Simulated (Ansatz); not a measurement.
A geometry of Mg(AlC)$_{2}$ away from equilibrium: step 3 of the relaxation of a relaxed Mg(AlC)2 cell with every coordinate shifted by Gaussian noise of σ = 0.2 Å. Level of theory: r2SCAN (plane waves to 500 eV, PAW, scalar-relativistic; Ansatz, a program for electronic structure). Γ-centred k-mesh 8×8×4 on the run's cell (coarser than for final values), Fermi–Dirac smearing 0.05 eV. The plane waves were selected for a different cell earlier on the path.

```yaml
crystal:
  lattice:
    - [3.28922, 0.02484, 0.00564]
    - [-1.62310, 2.83991, 0.00248]
    - [0.00967, 0.01049, 5.76323]
  atoms:
    - { symbol: Mg, position: [0.00783, 0.98244, 0.99097] }
    - { symbol: Al, position: [0.69967, 0.32028, 0.34883] }
    - { symbol: Al, position: [0.32779, 0.63780, 0.63951] }
    - { symbol: C, position: [0.31767, 0.63801, 0.28599] }
    - { symbol: C, position: [0.66633, 0.30604, 0.73911] }
```

### Question
What forces act on the atoms (eV/Å)?

### Answer
| atom | Fx | Fy | Fz |
|---|---|---|---|
| Mg1 | 0.05 | -0.07 | -0.05 |
| Al2 | -2.88 | -1.37 | 0.22 |
| Al3 | 0.35 | 0.27 | 1.23 |
| C4 | 2.45 | 1.19 | -1.26 |
| C5 | 0.03 | -0.02 | -0.14 |

The path ends in P-3m1 (No. 164). No spin polarisation in the result.

The cell that was disturbed is our relaxation of an entry of Materials Project.
